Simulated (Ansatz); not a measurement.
## Co under strain — electric field gradients

The cell is an entry of the Crystallography Open Database (COD), relaxed with PBE at fixed cell and then changed (z compressed by 1 %, ions relaxed).

```
CELL_PARAMETERS angstrom
2.50540 0.00000 0.00000
-1.25270 2.16974 0.00000
0.00000 0.00000 4.04841
ATOMIC_POSITIONS crystal
Co 0.33333 0.66667 0.25000
Co 0.66667 0.33333 0.75000
```

Atoms are numbered from 1 in the order listed; like atoms form one site, named after its first atom.

All values are calculated (Ansatz; DFT, PBE, plane waves and PAW, scalar-relativistic, collinear spin, 420 eV cutoff, Γ-centred 21×21×11 k-points, Fermi–Dirac smearing 0.05 eV), not measured. Start moments as typed (μB): 2 on each Co.

Conventions: |V_zz| ≥ |V_yy| ≥ |V_xx|, η = (V_xx − V_yy)/V_zz, C_Q = eQV_zz/h. ν_Q = 3|C_Q|/[2I(2I − 1)].

Co-59: I = 7/2, Q = 420.0 mb. Nuclear quadrupole moments: year-2017 set (Pyykkö).

| site | atoms (order as listed) | first shell | C_Q (MHz) | η | ν_Q (MHz) |
| --- | --- | --- | --- | --- | --- |
| Co | 1, 2 | 12 Co at 2.49–2.51 Å | -3.16 | 0.00 | 0.225 |

An axis of threefold or higher order runs through Co, so V_zz lies along it and η is zero.

The run finds no gap above 0.1 eV (a metal, or nearly one), so the gradients can move by 10 % or more with the k-mesh. With these PAW files V_zz is typically within 2 to 3 % of all-electron values, but misses above 10 % occur on Co.

The relaxation (1 step) took 24 s of wall time (22 s of CPU time) and 0.59 GiB at its peak, on 1 thread of Intel Xeon Platinum 8375C CPU @ 2.90GHz (Ice Lake) (x86_64; 16 cores open to the job, memory cap 3.0 GiB, no GPU), a shared host with a load of 0.6 a core.
